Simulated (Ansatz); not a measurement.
This Be₅ZnSe₆ structure is the end of a relaxation. The cell was found from a structure generator's guess, not taken from experiment.

Level of theory: DFT PBE, scalar-relativistic, plane waves, PAW (Ansatz 0.2.0). Cutoff 420 eV, Γ-centred mesh, Gaussian smearing, no spin polarisation.

```
CELL_PARAMETERS angstrom
6.43503 0.00000 0.00000
-3.21752 5.57290 0.00000
0.00000 0.00000 6.11843
ATOMIC_POSITIONS crystal
Be 0.66003 0.00000 0.00543
Be 0.33997 0.33997 0.00543
Be 0.00000 0.66003 0.00543
Be 0.66667 0.33333 0.50460
Be 0.33333 0.66667 0.50460
Zn 0.00000 0.00000 0.50764
Se 0.64182 0.00000 0.37294
Se 0.35818 0.35818 0.37294
Se 0.00000 0.64182 0.37294
Se 0.00000 0.00000 0.90811
Se 0.66667 0.33333 0.87497
Se 0.33333 0.66667 0.87497
```

Formation energies are uncorrected and refer to the elements' standard structures at the same level.

Q: What space group does it have?

A: P31m (No. 157), with Be and Zn ordered on wurtzite sites. Conventional cell: a = 6.435 Å, c = 6.118 Å. Be on a site of symmetry m has 4 Se at 2.25–2.27 Å; Be on a site of symmetry 3 has 4 Se at 2.22–2.27 Å; around Zn lie 4 Se at 2.45 Å; Se on a site of symmetry m is surrounded by 3 Be at 2.22–2.25 Å and 1 Zn at 2.45 Å; 2 more sites not described.

Q: How far does it lie from the elements in energy?

A: −0.766 eV/atom. It lies below the elements, which doesn't yet make it stable against other compounds or structures.

Q: Is it a metal?

A: No, the gap on the 6×6×4 mesh is 2.97 eV.

The last run used a 6×6×4 mesh (in the run's order of axes) for its 12-atom cell and Gaussian smearing of 0.02 eV. Kohn–Sham gaps at this level usually fall short of measured ones. The reference form of Se is held partly by dispersion forces, which this level lacks. A later test with randomly moved atoms came back to the same energy, though modes that don't fit the test's cell weren't probed.
